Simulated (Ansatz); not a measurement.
Polymorphs of CuCl, each relaxed with DFT-PBE in the program Ansatz with PAW potentials:

A: Pnma
a = 7.4883 Å, b = 3.8391 Å, c = 5.9254 Å, α = β = γ = 90.00°

| atom | site | symmetry | x | y | z |
|---|---|---|---|---|---|
| Cu | 4c | .m. | 0.1255 | 0.2500 | 0.0218 |
| Cl | 4c | .m. | 0.1492 | 0.7500 | 0.2333 |

B: CsCl type (Pm-3m)
a = b = c = 3.2009 Å, α = β = γ = 90.00°

```csv
atom,site,symmetry,x,y,z
Cu,1a,m-3m,0.0000,0.0000,0.0000
Cl,1b,m-3m,0.5000,0.5000,0.5000
```

C: zinc blende (F-43m)
a = 5.424 Å, b = 5.424 Å, c = 5.424 Å, α = 90.00°, β = 90.00°, γ = 90.00°

```csv
atom,site,symmetry,x,y,z
Cu,4a,-43m,0.0000,0.0000,0.0000
Cl,4c,-43m,0.2500,0.2500,0.2500
```

Problem. Order them by energy per atom at 0 K (lowest first) at the level PBE.

Solution. C (+0 meV/atom), A (+31 meV/atom), B (+438 meV/atom)

Problem. Give each one's gap.

Solution. A 0.64 eV; B no gap; C 0.53 eV.

Typed or built starts, not in the databases checked: A; B. Not the usual ambient phase: A; B. Began spin-polarised and lost the moments: A; B. All cells were relaxed under the symmetry of their starts (and spin orders); stability against distortions was not tested throughout. Rows with no word on spin ran without spin polarisation.

Energies hold the estimated change up to a 700 eV cutoff; steps of a few meV lie near the error of the meshes.

Potentials: the later of the program's two PAW sets.
